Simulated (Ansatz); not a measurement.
Relaxed-ion elastic tensor of Sn₄Ir in space group Ccce (No. 68; Sn on 16i, Ir on 4a) in GPa (Voigt order), DFT-PBEsol in the program Ansatz with PAW potentials; density 9.73 g/cm³, 22.76 Å³ per atom.

```json
[
 {"": "1", "1": "148", "2": "62.6", "3": "53.5", "4": "0.0", "5": "0.0", "6": "0.0"},
 {"": "2", "1": "62.6", "2": "120", "3": "58.4", "4": "0.0", "5": "0.0", "6": "0.0"},
 {"": "3", "1": "53.5", "2": "58.4", "3": "142", "4": "0.0", "5": "0.0", "6": "0.0"},
 {"": "4", "1": "0.0", "2": "0.0", "3": "0.0", "4": "34.6", "5": "0.0", "6": "0.0"},
 {"": "5", "1": "0.0", "2": "0.0", "3": "0.0", "4": "0.0", "5": "51.7", "6": "0.0"},
 {"": "6", "1": "0.0", "2": "0.0", "3": "0.0", "4": "0.0", "5": "0.0", "6": "44.8"}
]
```

Problem. Is the crystal mechanically stable?

Solution. Yes: the smallest eigenvalue of C is 34.6 GPa.

Problem. Work out the Voigt, Reuss and Hill averages.

Solution. K_V = 84.4, K_R = 84.0, K_H = 84.2; G_V = 42.0, G_R = 40.7, G_H = 41.3 GPa.

Problem. Give Young's modulus, Poisson's ratio, Pugh's ratio and the universal anisotropy index.

Solution. E = 9KG/(3K + G) = 106 GPa; ν = 0.29; K/G = 2.04 (ductile by the Pugh limit of 1.75); A_U = 5G_V/G_R + K_V/K_R − 6 = 0.17.

Problem. Estimate the sound speeds and the Debye temperature.

Solution. v_l = √((K + 4G/3)/ρ) = 3780 m/s, v_t = √(G/ρ) = 2060 m/s, mean 2300 m/s; Θ = (h/k)(3n/4πV)^(1/3) v_m = 241 K.

Problem. Solve the Christoffel equation for the three sound speeds along x, y, z.

Solution. Eigenvalues of C_ijkl n_j n_l equal ρv². In km/s, slowest first: x 2.14, 2.31, 3.90; y 1.89, 2.14, 3.51; z 1.89, 2.31, 3.82.

Problem. How much does each axis shrink under pressure?

Solution. Linear compressibilities β_i = Σ_j S_ij (j = 1 to 3): x 3.4, y 4.7, z 3.8 per TPa.

The workflow started from a Materials Project entry (that database holds measured and hypothetical structures alike); the Crystallography Open Database copy checked does not list it. COD files the formula under space group No. 142. Whether it is the stable phase at ambient conditions was not checked. Symmetry was held in the PBEsol relaxation; its stability against distortions is not shown here. The run is not spin-polarised. As this level gives no gap, shear constants depend on the k-mesh and smearing (Fermi–Dirac, 0.1 eV here). Scalar-relativistic: spin–orbit coupling is off unless named, which matters more the heavier the elements.

Potentials: the later of the program's two PAW sets.
